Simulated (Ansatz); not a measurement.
Collinear states of ReS

Computed with DFT PBE, scalar-relativistic, plane waves, PAW (Ansatz).

```xyz
4
Lattice="3.5949 0.0000 0.0000 -1.7974 3.1133 0.0000 0.0000 0.0000 5.3578" Properties=species:S:1:pos:R:3 pbc="T T T"
Re    0.0000    0.0000    0.0000
Re    0.0000    0.0000    2.6789
S     0.0000    2.0755    1.3394
S     1.7974    1.0378    4.0183
```

* plane-wave cutoff: 420 eV
* Γ-centred k-mesh: 12×12×8
* occupation rule: Gaussian smearing, 0.1 eV
* list of starting moments (μB, in atom order): 3.5 3.5 0 0
* check for lower electronic states after the SCF: off

All runs keep this geometry, which stands near equilibrium for the lowest state (largest force there 0.000 eV/Å, pressure 0.0 GPa) and needn't be a stable compound; relaxing each order can shift differences of a few meV. Signs run over the atoms with starting moments. Site moments are spin moments in atom-centred spheres that scale with the neighbour distance. The states are those that the runs reached from these starts; a lower one can exist.

Question: Starts tried: no spin; large parallel starting moments; antiferromagnetic in the cell, signs +-. Which state comes out lowest, and what are the moments?

Answer: All starts lose their moments; the cell is non-magnetic at this level.

```tsv
start	ends	energy above lowest (meV/atom)	site moments (μB)	gap on mesh (eV)	P (GPa)
no spin	non-magnetic	0.00	none over 0.05	metal	0.0
large parallel starting moments	non-magnetic	0.00	none over 0.05	metal	0.0
antiferromagnetic in the cell, signs +-	non-magnetic	0.00	none over 0.05	metal	0.0
```

Cost: 3 runs of about 1.5 core-minutes in all, on Intel Xeon 6975P-C (Granite Rapids) (shared hosts).